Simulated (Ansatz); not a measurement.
The start is a relaxed TiB2 cell displaced along its unstable phonon at q = (½, 0, 0) of its primitive reciprocal cell (96i cm⁻¹), largest move 0.15 Å. Cell shape, volume and atoms are optimised at zero target pressure with PBE (plane waves to 420 eV, PAW, scalar-relativistic; Ansatz, an electronic-structure program). The first steps use a coarse 11×11×11 k-mesh.

Initial structure:
```
CELL_PARAMETERS angstrom
      0.00000     5.09655     5.09655
      2.54827     0.00000     2.54827
      2.54827     2.54827     0.00000
ATOMIC_POSITIONS crystal
  Ti 0.02500 0.98333 0.98333
  Ti 0.47500 0.01667 0.01667
  B  0.09951 0.26699 0.26699
  B  0.65049 0.23301 0.23301
  B  0.40049 0.73301 0.73301
  B  0.84951 0.76699 0.76699
```

Problem. Which atoms feel the largest initial force, and how large is it?

Solution. 0.36 eV/Å, on Ti1, Ti2 (atoms numbered as listed).

Problem. How much energy is released per atom?

Solution. 0.88 eV/atom.

Problem. How does the volume change?

Solution. -7.0 %, from 11.03 to 10.26 Å³/atom.

Problem. Is the parent structure recovered?

Solution. It does not go back: it reaches R-3m (No. 166), 0.90 eV/atom below the parent.

Problem. How do the shortest distances between atoms change?

Solution. The closest pairs of elements (up to four, under 3.6 Å), start → end: B–B 2.39 → 1.78 Å; B–Ti 2.13 → 2.19 Å; Ti–Ti 3.37 → 3.04 Å.

Problem. What does it relax into? Give the structure.

Solution. 
```cif
data_B12Ti6
_chemical_formula_sum 'Ti6 B12'
_space_group_name_H-M_alt 'R-3m :H'
_space_group_IT_number 166
_space_group_name_Hall '-R 3 2"'
_cell_length_a 3.04231
_cell_length_b 3.04231
_cell_length_c 23.04105
_cell_angle_alpha 90.000
_cell_angle_beta 90.000
_cell_angle_gamma 120.000
loop_
_atom_site_label
_atom_site_type_symbol
_atom_site_symmetry_multiplicity
_atom_site_Wyckoff_symbol
_atom_site_fract_x
_atom_site_fract_y
_atom_site_fract_z
_atom_site_occupancy
Ti1 Ti 6 c 0.00000 0.00000 0.22343 1
B1 B 6 c 0.00000 0.00000 0.04085 1
B2 B 6 c 0.00000 0.00000 0.38642 1
```
(The calculation used a cell of 6 atoms; values per cell refer to that cell.)

Final values are on a 18×18×18 k-mesh of the relaxed cell. No spin polarisation in the result.

The run could not lose the symmetry of its start: the end is stationary, and may be a saddle point rather than a minimum.

The relaxed structure here is a generated cell of TiB2: the first start was made by placing the elements on the sites of a structure type, and the end was not matched to a known phase here, so it may be hypothetical. Known forms of TiB2 include space group No. 191.
